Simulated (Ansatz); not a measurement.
Relaxed-ion elastic tensor of TiC in space group Pm-3m (No. 221; Ti on 3c, C on 3d) in GPa (Voigt order), plane-wave PAW PBEsol (Ansatz code); density 3.99 g/cm³, 12.47 Å³ per atom.

```
 382  80.0  80.0   0.0   0.0   0.0
80.0   382  80.0   0.0   0.0   0.0
80.0  80.0   382   0.0   0.0   0.0
 0.0   0.0   0.0  23.2   0.0   0.0
 0.0   0.0   0.0   0.0  23.2   0.0
 0.0   0.0   0.0   0.0   0.0  23.2
```

Is the crystal mechanically stable?

Yes: the smallest eigenvalue of C is 23.2 GPa.

Work out the Voigt, Reuss and Hill averages.

K_V = 181, K_R = 181, K_H = 181; G_V = 74.3, G_R = 35.1, G_H = 54.7 GPa.

Give Young's modulus, Poisson's ratio, Pugh's ratio and the universal anisotropy index.

E = 9KG/(3K + G) = 149 GPa; ν = 0.36; K/G = 3.30 (ductile by the Pugh limit of 1.75); A_U = 5G_V/G_R + K_V/K_R − 6 = 5.59.

Estimate the sound speeds and the Debye temperature.

v_l = √((K + 4G/3)/ρ) = 7980 m/s, v_t = √(G/ρ) = 3700 m/s, mean 4170 m/s; Θ = (h/k)(3n/4πV)^(1/3) v_m = 536 K.

Give the Zener ratio and Young's modulus along [100], [110] and [111].

A = 2C44/(C11 − C12) = 0.15; 1/E = S11 − 2(S11 − S12 − S44/2)Γ with Γ = 0, 1/4, 1/3 gives 354, 83.8, 66.8 GPa.

Solve the Christoffel equation for the three sound speeds along [100], [110], [111].

Eigenvalues of C_ijkl n_j n_l equal ρv². In km/s, slowest first: [100] 2.41, 2.41, 9.79; [110] 2.41, 6.15, 7.99; [111] 5.21, 5.21, 7.29.

The start of the workflow was typed in or built on a structure type; neither database checked (COD, Materials Project) lists it. It is not the phase usual at ambient conditions (space group No. 225). The cell was relaxed with PBEsol under the symmetry of its start; whether a distortion lowers the energy is not shown. The run is not spin-polarised. Its formation energy is positive at this level, so the cell may be metastable or incomplete. As this level gives no gap, shear constants depend on the k-mesh and smearing (Fermi–Dirac, 0.1 eV here).

Potentials: the earlier of the program's two PAW sets. The files were generated under PBE; for other functionals the program regenerates the frozen cores, and for LDA and PBEsol the local potential too.
